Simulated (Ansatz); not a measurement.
Input file for Ansatz (an electronic-structure program):

Ansatz 0.2 input:
```yaml
crystal:
  lattice:
    - [-3.3080126777, 3.3080126777, 3.3080126777]
    - [3.3080126777, -3.3080126777, 3.3080126777]
    - [3.3080126777, 3.3080126777, -3.3080126777]
  atoms:
    - { symbol: Sb, position: [0.6909944527, 0.0, 0.0] }
    - { symbol: Sb, position: [0.0, 0.6909944527, 0.0] }
    - { symbol: Sb, position: [0.0, 0.0, 0.6909944527] }
    - { symbol: Sb, position: [0.3090055473, 0.3090055473, 0.3090055473] }
kpoints:
  mp_grid: { grid: [5, 5, 5] }
  band_path:
    path:
      - [[0.0, 0.0, 0.0], [0.5, -0.5, 0.5], [0.0, 0.0, 0.5], [0.0, 0.0, 0.0], [0.25, 0.25, 0.25], [0.5, -0.5, 0.5]]  # Γ-H-N-Γ-P-H
      - [[0.25, 0.25, 0.25], [0.0, 0.0, 0.5]]  # P-N
    npoints: 12
basis: { xc_grid: 2 }
hamiltonian:
  xc: pbe
  dispersion: d3bj
  pseudopotentials: { kind: paw }
magnetization: { noncollinear: true, spin_orbit: true }
scf:
  n_extra_bands: 12
  convergence: { dr2_threshold: 0.0000000001 }
  occupations: { method: gaussian, width: 0.05 }
output: { eigenvalues: true }
```

Output (shortened):

```
Pseudopotential: Sb, paw_fr, valence charge 15
Functional definition: PBE
non-collinear run that drives no moment, with spin-orbit …
Crystal: 4 atoms, lattice volume = 144.798 Å³
Basis set: ecut = 420 eV, 2899 PW (Γ), exchange–correlation on 80×80×80 points (8 copies of the dense FFT grid, shifted against one another)
Bands: 72, of which v1, the nominal top of the filled ones, is band 60 counted from 1 (59 counted from 0)
Symmetry: 24 space group operations + 24 with time reversal
k-points: 10 of 125 (time reversal used)
Projection manifold: j_resolved (fully-relativistic pseudo-atomic orbitals)
SCF iter   1: F=—  HF=-25948.191858 eV  |F-HF|=—  |Δ(HF+E_count)|=         —  Δρ=1.40e-2  dr2=4.87e-1  dr2_m=0.00e0 (ungated)  ethr=3.10e-3  |M|=0.00e0 ∫|m|=0.00e0 μB  |m|>n=0.0e0 m-floor=0.0e0 τ_xc=0.0e0  β_m=0.30  ⟨swp⟩=10.4  Hψ=3812  notcnv=0  defer=1
preconditioner: auto → Resta (q_TF=auto, 2.356 Å⁻¹)
spin=Noncollinear: Resta preconditioning applied to the charge; magnetization (m_x, m_y, m_z) channels mix plain (no charge-response kernel on spin).
SCF iter   2: F=—  HF=-25948.135375 eV  |F-HF|=—  |Δ(HF+E_count)|=   5.65e-2  Δρ=1.06e-2  dr2=2.77e-1  dr2_m=0.00e0 (ungated)  ethr=8.12e-4  |M|=0.00e0 ∫|m|=0.00e0 μB  |m|>n=0.0e0 m-floor=0.0e0 τ_xc=0.0e0  β_m=0.65  ⟨swp⟩=1.9  Hψ=875  notcnv=0  defer=58
SCF iter   3: F=—  HF=-25948.082742 eV  |F-HF|=—  |Δ(HF+E_count)|=   5.26e-2  Δρ=1.79e-3  dr2=7.48e-3  dr2_m=0.00e0 (ungated)  ethr=4.61e-4  |M|=0.00e0 ∫|m|=0.00e0 μB  |m|>n=0.0e0 m-floor=0.0e0 τ_xc=0.0e0  β_m=0.77  ⟨swp⟩=3.0  Hψ=976  notcnv=0  defer=58
SCF iter   4: F=—  HF=-25948.082240 eV  |F-HF|=—  |Δ(HF+E_count)|=   5.02e-4  Δρ=6.63e-4  dr2=1.06e-3  dr2_m=0.00e0 (ungated)  ethr=1.25e-5  |M|=0.00e0 ∫|m|=0.00e0 μB  |m|>n=0.0e0 m-floor=0.0e0 τ_xc=0.0e0  β_m=0.84  ⟨swp⟩=2.0  Hψ=1312  notcnv=0  defer=58
SCF iter   5: F=—  HF=-25948.082437 eV  |F-HF|=—  |Δ(HF+E_count)|=   1.97e-4  Δρ=2.14e-4  dr2=1.55e-4  dr2_m=0.00e0 (ungated)  ethr=1.77e-6  |M|=0.00e0 ∫|m|=0.00e0 μB  |m|>n=0.0e0 m-floor=0.0e0 τ_xc=0.0e0  β_m=0.90  ⟨swp⟩=2.3  Hψ=958  notcnv=0  defer=58
SCF iter   6: F=—  HF=-25948.082495 eV  |F-HF|=—  |Δ(HF+E_count)|=   5.83e-5  Δρ=6.30e-5  dr2=8.29e-6  dr2_m=0.00e0 (ungated)  ethr=2.59e-7  |M|=0.00e0 ∫|m|=0.00e0 μB  |m|>n=0.0e0 m-floor=0.0e0 τ_xc=0.0e0  β_m=0.95  ⟨swp⟩=2.0  Hψ=860  notcnv=0  defer=58
SCF iter   7: F=—  HF=-25948.082509 eV  |F-HF|=—  |Δ(HF+E_count)|=   1.40e-5  Δρ=1.20e-5  dr2=4.72e-7  dr2_m=0.00e0 (ungated)  ethr=1.38e-8  |M|=0.00e0 ∫|m|=0.00e0 μB  |m|>n=0.0e0 m-floor=0.0e0 τ_xc=0.0e0  β_m=0.98  ⟨swp⟩=2.8  Hψ=1184  notcnv=0  defer=58
SCF iter   8: F=—  HF=-25948.082565 eV  |F-HF|=—  |Δ(HF+E_count)|=   5.63e-5  Δρ=2.31e-6  dr2=1.24e-8  dr2_m=0.00e0 (ungated)  ethr=7.87e-10  |M|=0.00e0 ∫|m|=0.00e0 μB  |m|>n=0.0e0 m-floor=0.0e0 τ_xc=0.0e0  β_m=0.99  ⟨swp⟩=2.0  Hψ=910  notcnv=0  defer=58
SCF iter  10: F=-25948.082565 eV  HF=-25948.082565 eV  |F-HF|=3.64e-11  |Δ(HF+E_count)|=  7.86e-10  Δρ=1.50e-7  dr2=2.59e-11  dr2_m=0.00e0 (ungated)  ethr=1.00e-12  |M|=0.00e0 ∫|m|=0.00e0 μB  |m|>n=0.0e0 m-floor=0.0e0 τ_xc=0.0e0  ⟨swp⟩=9.4  Hψ=2939  notcnv=0
SCF 1 converged in 10 iterations: F = -25948.082565 eV  dr2 = 2.59e-11
NSCF: frozen V_eff on 74 k-points
SCF converged after 10 iterations
Magnetization: |M| = 0.0000 μB,  M = (+0.0000, +0.0000, +0.0000) μB
Absolute magnetization: 0.0000 μB (∫|m|)
  site 0: m = (+0.0000, +0.0000, +0.0000) μB, |m| = 0.0000 μB  (R = 1.19 Å)
  site 1: m = (+0.0000, +0.0000, +0.0000) μB, |m| = 0.0000 μB  (R = 1.19 Å)
  site 2: m = (+0.0000, +0.0000, +0.0000) μB, |m| = 0.0000 μB  (R = 1.19 Å)
  site 3: m = (+0.0000, +0.0000, +0.0000) μB, |m| = 0.0000 μB  (R = 1.19 Å)
Free energy (F): -25948.082565 eV
Harris-Foulkes:  -25948.082565 eV  (|F-HF|=3.64e-11)
Internal energy: -25948.082001 eV  (E = F + TS)
E sigma→0 (E₀):  -25948.082283 eV
Entropy (-TS):   -0.000564 eV (-0.141 meV/atom)
Fermi energy:    6.960162 eV
--- Per-component energies (eV) ---
  E_band       = -811.247232
  E_kinetic    = 826.602864
  E_local      = -7463.963870  (includes V_loc(G=0)·N_el)
  E_nonlocal   = 1449.020699
  E_hartree    = 3367.572633
  E_xc         = -553.164840
  E_vxc        = -383.446696  (∫ρ·V_xc dr)
  E_paw        = -18309.910132  (= ΣΔE_a)
  E_vpaw       = -1974.605689  (= ΣTr[D̂ρ^β])
  E_aug_tail   = -0.000006  (compensation charges beyond the density's cutoff)
  E_ewald      = -5262.730996
  E_disp       = -1.508353  (pairwise vdW)
  E_smearing   = -0.000564  (= −TS)
  E_closure    = 0.000000  (closes the sum)
  Σ components = -25948.082565   (vs F -25948.082565, Δ=0.00e0)
  [band-id]    e_kinetic+e_local+e_nonlocal+2·e_hartree+e_vxc+e_vpaw+e_augmentation_tail = -811.247432   (vs E_band -811.247232, Δ=-2.00e-4)
--- Band table (eV; the first three rows and the last of 10) ---
  k-point 0: bands = ["-22.2850", "-22.2850", "-22.2850", "-22.2850", "-22.2586", "-22.2586", "-22.2345", "-22.2345", "-22.2345", "-22.2345", "-22.2304", "-22.2304", "-22.2109", "-22.2109", "-22.2109", "-22.2109", "-21.0723", "-21.0723", "-21.0550", …
  k-point 1: bands = ["-22.2848", "-22.2846", "-22.2842", "-22.2841", "-22.2599", "-22.2598", "-22.2358", "-22.2349", "-22.2347", "-22.2345", "-22.2302", "-22.2302", "-22.2112", "-22.2109", "-22.2109", "-22.2097", "-21.0719", "-21.0718", "-21.0581", …
  k-point 2: bands = ["-22.2844", "-22.2842", "-22.2827", "-22.2827", "-22.2620", "-22.2619", "-22.2365", "-22.2358", "-22.2352", "-22.2351", "-22.2299", "-22.2299", "-22.2114", "-22.2112", "-22.2097", "-22.2090", "-21.0710", "-21.0709", "-21.0581", …
  k-point 9: bands = ["-22.2822", "-22.2822", "-22.2820", "-22.2820", "-22.2653", "-22.2653", "-22.2370", "-22.2370", "-22.2362", "-22.2362", "-22.2295", "-22.2295", "-22.2103", "-22.2103", "-22.2095", "-22.2095", "-21.0694", "-21.0694", "-21.0584", …
```

Cost: around 2.1 core-minutes (rough) on shared cores.

Space group I-43m. The start of the workflow was typed in or built on a structure type; neither database checked (COD, Materials Project) lists it. It is not the phase usual at ambient conditions (space group No. 166). Symmetry was held in the PBE+D3(BJ) relaxation; whether a distortion lowers the energy is not shown.

Potentials: the later of the program's two PAW sets.

Ansatz is a plane-wave DFT program.
